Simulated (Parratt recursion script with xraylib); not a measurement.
## X-ray reflectivity, Kiessig fringes on Al2O3: a table of runs and one to predict

Model: specular X-ray reflectivity, Parratt recursion, Névot-Croce roughness, xraylib tables. Program: Parratt recursion script with xraylib 4.3.0.

Photon energy 17.479 keV (λ = 0.7093 Å), s polarisation. The grazing angle θ is scanned from 0.05° to 1.84° in 900 evenly spaced points, and the curve is smoothed with a Gaussian of 0.004° full width. A minimum is a scan point below both neighbours, placed by a parabola through ln R at the three points.

Each run is one film on Al2O3 (density 3.873 g/cm³, δ = 2.590 × 10⁻⁶, rms roughness 3.2 Å) under vacuum. The film surface has an rms roughness of 4.1 Å in all runs. The refractive index is n = 1 − δ + iβ. The table lists all minima between 0.3 and 1.35°.

| run | film | thickness d (Å) | density (g/cm³) | δ (10⁻⁶) | β (10⁻⁶) | minima at θ (°) |
|---|---|---|---|---|---|---|
| A | Si | 75 | 2.174 | 1.481 | 0.008104 | 0.418, 0.685, 0.953, 1.223 |
| B | Si | 94 | 2.174 | 1.481 | 0.008104 | 0.339, 0.549, 0.763, 0.978, 1.193 |
| C | Si | 150 | 2.174 | 1.481 | 0.008104 | ? |

Densities are inputs, not measurements. They were set from computed cells of the Materials Project: Si from entry mp-149 (Fd-3m, 2.313 g/cm³, taken at 94 %); Al2O3 from entry mp-1143 (R-3c, 3.873 g/cm³). A layer's crystal structure does not enter its constants, only its composition and density.

How many minima does run C have between 0.3 and 1.35°, and where?

Inside a film the fringe order is m = (2d/λ)(sin²θ − 2δ)^½, with the film's own δ. Where the film's δ lies between zero and the substrate's, its two faces reflect with the same sign, and minima are expected at half-integer m.

- Run A, δ between zero and the substrate's: the minima give m = 1.50, 2.50, 3.50, 4.50.
- Run B, δ between zero and the substrate's: the minima give m = 1.50, 2.50, 3.50, 4.50, 5.50.

In run C the film's δ lies between zero and the substrate's, so take half-integer m. The window runs from m = 2.09 to 9.94 and holds m = 2.5, 3.5, 4.5, 5.5, 6.5, 7.5, 8.5, 9.5. Then sin²θ = 2δ + (mλ/2d)² gives θ = 0.353, 0.484, 0.618, 0.752, 0.886, 1.021, 1.156, 1.291°.

The run has 8 minima, at 0.353, 0.484, 0.618, 0.752, 0.886, 1.021, 1.156, 1.291°. The estimate matches all printed digits, at a mean spacing of 0.134°.
